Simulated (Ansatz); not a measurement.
## Li: stationary points along a deformation path

Method: DFT r2SCAN, scalar-relativistic, plane waves, PAW (Ansatz 0.2.0). Settings: plane waves to 500 eV, k-mesh 22×22×22 (Γ-centred), Gaussian smearing 0.15 eV. No spin polarisation. Energies are free energies at this smearing, counted from the undisturbed cell; pressure is positive in compression.

Zero of the scan (as given, not relaxed at this level; it stands at -0.2 GPa):

```
Li
1.0
    -1.75000    1.75000    1.75000
     1.75000   -1.75000    1.75000
     1.75000    1.75000   -1.75000
Li
1
Direct
  0.00000 0.00000 0.00000
```

At fixed volume and fractional coordinates, lengths along (0.000, 0.000, 1.000) are scaled against those across it; ρ is that ratio over its starting value. V = 21.438 Å³/atom. Δσ is the stress along the axis less the mean stress across it (compression positive).

```
    ρ  ΔE (meV/atom)  Δσ (GPa) space group
0.707           51.3      5.29       I4/mmm
0.850            5.2      0.99       I4/mmm
1.000            0.0      0.00        Im-3m
1.200            0.0      0.04       I4/mmm
1.414           -1.1      0.00        Fm-3m
```

Q: How does the stress give the slope of the energy, and where is the energy stationary?

A: Along the path d ln(length) is 2/3 d ln ρ on the axis and −1/3 d ln ρ across it, so dE/d ln ρ = −(2/3) V Δσ: the energy falls with ρ where Δσ is positive. Δσ vanishes or changes sign at ρ = 1.000 (Im-3m), a stationary point at 0.0 meV/atom; at ρ = 1.414 (Fm-3m, an end of the scan), at -1.1 meV/atom. Pairs of stationary points between two samples would go unseen, and could change a minimum read from distant neighbours into a maximum. At ρ = 1.000, 1.414 the cell is cubic, where symmetry alone makes the stress isotropic and the slope zero.

Q: Is the start the lowest point of the path?

A: No: ρ = 1.414 lies 1.1 meV/atom lower, with no sampled rise above the start on the way. Volume and inner coordinates are held, so a relaxed structure there would lie lower still.

In a metal these slopes depend on the k mesh and the smearing.